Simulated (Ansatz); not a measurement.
Bi2TeO2 in space group P-3m1 (No. 164; Bi on 2d, Te on 1b, O on 2d), DFT-PBEsol in the program Ansatz with PAW potentials, all energies at zero smearing, with the estimated change up to a 700 eV cutoff added, with one set of potentials and settings (totals compare only within such a set). Cell of 5 atoms (2 Bi, 1 Te, 2 O): -32506.365 eV.

```tsv
element	reference phase	E (eV/atom)
Bi	R-3m, 2 atoms in the cell	-12242.0039
Te	P3_121, 3 atoms in the cell	-6901.5142
O	C2/m, 4 atoms in the cell, spin-polarised	-558.3554
```

Formation energy per atom, worked out: (-32506.365 − 2×(-12242.0039) − 1×(-6901.5142) − 2×(-558.3554))/5 = -0.826 eV/atom (-80 kJ per mol of atoms), at 0 K, without zero-point energy or fitted corrections.

The start of the workflow was typed in or built on a structure type; neither database checked (COD, Materials Project) lists it. Whether it is the stable phase at ambient conditions was not checked. Symmetry was held in the PBEsol relaxation; whether a distortion lowers the energy is not shown. The volume moved by 21 % from the start of the relaxation. The references are the lowest solids computed at this level, not always the standard phases (solids in place of the gases). Spin–orbit coupling is left out wherever it is not named.

Potentials: the later of the program's two PAW sets.
